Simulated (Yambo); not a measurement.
Data:

```
CELL_PARAMETERS angstrom
      2.09280     1.20828     7.02751
     -2.09280     1.20828     7.02751
      0.00000    -2.41656     7.02751
ATOMIC_POSITIONS crystal
  O  0.00000 0.00000 0.00000
  Cs 0.26326 0.26326 0.26326
  Cs 0.73674 0.73674 0.73674
```

Workflow: PBEsol (Quantum ESPRESSO, PseudoDojo norm-conserving, 84 Ry, no spin-orbit coupling), then G0W0 in Yambo (4×4×4 Γ-centred k mesh, 141 bands and a 7 Ry block in the screening, 141 bands in G with the Bruneval-Gonze terminator, plasmon pole fitted at 27.2 eV).

Task: Give the PBEsol and G0W0 gaps between the band edges found on this mesh, and say where the edges lie.

Result: Edges: L → Γ. PBEsol: 0.77 eV; G0W0: 1.37 eV. Convergence of the G0W0 settings was not tested. 

Geometry strained from the cell relaxed with PBEsol, atoms relaxed again.
